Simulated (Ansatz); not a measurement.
A comparison from first-principles data. At a bond pad, solder joint or contact a metal film reacts with Al. The energy released drives the reaction, and the change of volume leaves voids or stress.

NiAl serves as the reference. A metal film 50 nm thick converts fully to the phase named, taking solid Al as needed.

Methods, by column (Ansatz, a plane-wave PAW program): volume per atom: PBE, relaxed cell; metal volume, Al volume: PBE, the element in its room-temperature structure; ΔH_f: PBE, 0 K, against the elements in the same set-up, no fitted corrections.

Runs started from generated or typed cells of the structure named: Ti3Al. Magnetic states: FeAl ferromagnetic, the lowest of the collinear orders tried; Ni3Al ferromagnetic, as set for this run. Magnetic at some levels of our runs and not at others: CoAl. Run without spin polarisation: NiAl, CoAl. Spin–orbit coupling is left out unless named. ΔH_f counts from the lowest computed solid of each element: Al (Fm-3m), Au (Fm-3m), Co (P6_3/mmc, ferromagnetic), Fe (Im-3m, ferromagnetic), Ni (Fm-3m, ferromagnetic), Pt (Fm-3m), Ru (P6_3/mmc), Sc (P6_3/mmc), Ti (P6_3/mmc).

| crystal | Al atoms per metal atom | V (Å³/atom) | V of the metal (Å³/atom) | V of Al (Å³/atom) | ΔH_f (eV/atom) |
|---|---|---|---|---|---|
| NiAl (CsCl type), reference | 1.000 | 12.11 | 10.89 | 16.49 | −0.651 |
| Ti3Al (P6₃/mmc) | 0.333 | 16.69 | 17.39 | 16.49 | −0.280 |
| FeAl (CsCl type) | 1.000 | 11.87 | 11.35 | 16.49 | −0.315 |
| CoAl (CsCl type) | 1.000 | 11.60 | 10.86 | 16.49 | −0.591 |
| TiAl3 (I4/mmm) | 3.000 | 15.94 | 17.39 | 16.49 | −0.395 |
| PtAl2 (Fm-3m) | 2.000 | 17.52 | 15.64 | 16.49 | −0.883 |
| ScAl3 (Cu3Au type) | 3.000 | 17.30 | 24.63 | 16.49 | −0.453 |
| RuAl (CsCl type) | 1.000 | 13.55 | 13.77 | 16.49 | −0.636 |
| Ni3Al (Cu3Au type) | 0.333 | 11.34 | 10.89 | 16.49 | −0.431 |
| AuAl2 (Fm-3m) | 2.000 | 18.55 | 17.96 | 16.49 | −0.434 |
| TiAl (P4/mmm) | 1.000 | 16.23 | 17.39 | 16.49 | −0.404 |

Definitions used: product = film × (1 + y) × V/V(metal); Al consumed = film × y × V(Al)/V(metal); volume change = (1 + y)V/(V(metal) + yV(Al)) − 1; energy per metal atom = ΔH_f × (1 + y).

Problem. From the table, find product thickness, Al consumed, volume change and energy per metal atom for PtAl2.

Solution. 
- product thickness: 50 × (1 + 2.000) × 17.52/15.64 = 168 nm
- Al consumed: 50 × 2.000 × 16.49/15.64 = 105 nm
- volume change: 100 × ((1 + 2.000) × 17.52/(15.64 + 2.000 × 16.49) − 1) = 8.1 %
- energy per metal atom: −0.883 × (1 + 2.000) = −2.65 eV

Problem. Which order results for volume change (least shrinkage first)?

Solution. The same steps for every row:

| crystal | product thickness (nm) | Al consumed (nm) | volume change (%) | energy per metal atom (eV) |
|---|---|---|---|---|
| NiAl (CsCl type), reference | 111 | 75.7 | −11.5 | −1.30 |
| Ti3Al (P6₃/mmc) | 64.0 | 15.8 | −2.8 | −0.37 |
| FeAl (CsCl type) | 105 | 72.6 | −14.7 | −0.63 |
| CoAl (CsCl type) | 107 | 75.9 | −15.2 | −1.18 |
| TiAl3 (I4/mmm) | 183 | 142 | −4.6 | −1.58 |
| PtAl2 (Fm-3m) | 168 | 105 | 8.1 | −2.65 |
| ScAl3 (Cu3Au type) | 140 | 100 | −6.6 | −1.81 |
| RuAl (CsCl type) | 98.4 | 59.9 | −10.4 | −1.27 |
| Ni3Al (Cu3Au type) | 69.4 | 25.2 | −7.7 | −0.57 |
| AuAl2 (Fm-3m) | 155 | 91.8 | 9.2 | −1.30 |
| TiAl (P4/mmm) | 93.3 | 47.4 | −4.2 | −0.81 |

By volume change (least shrinkage first): AuAl2 (9.2 ± 4.6) ≈ PtAl2 (8.1 ± 4.6), Ti3Al (−2.8 ± 4.9) ≈ TiAl (−4.2 ± 4.3) ≈ TiAl3 (−4.6 ± 4.0) ≈ ScAl3 (−6.6 ± 3.9) ≈ Ni3Al (−7.7 ± 4.4) ≈ RuAl (−10.4 ± 3.9) ≈ NiAl (−11.5 ± 3.8) ≈ FeAl (−14.7 ± 3.7) ≈ CoAl (−15.2 ± 3.7). The ± follows from allowances picked for this note (volume per atom 4 %, metal volume 4 %, 0.3 % on the figure itself), carried to first order and added in quadrature; ≈ joins neighbours closer than their two ± added in quadrature.

Problem. How does volume change vary with ΔH_f across these crystals?

Solution. The usual expectation is that volume change rises with ΔH_f (strong heteroatomic bonds are short, so the most exothermic compounds tend to shrink most). These rows show no such trend (rank correlation 0.12 over 11 rows); without PtAl2 it is 0.43.

With Al in excess the reaction goes on to the richest stable phase, which need not be among the rows; which phase grows first, and how fast, is kinetic. Phases over 50 meV/atom above the lowest one at hand were not drawn (by r²SCAN where it compared them, else by the largest value; a layered or molecular lowest phase counts only with a dispersion term); other phases could lie lower still. Rows were sampled with a lean to familiar crystals, related or not, whatever their agreement with measurement; tables with many equal figures were not kept. Limits of the draw: ΔH_f under −0.02 eV/atom; for ΔH_f, runs without a dispersion term, no Mn, and elements whose lowest cell is their usual one. As a rule kept out of such tables: 4f compounds, open-shell compounds run without a Hubbard term, cells found unstable in the tests at hand, cells close to a higher symmetry, and runs set to a pressure or over 12 % in volume from the crystal's fullest run.
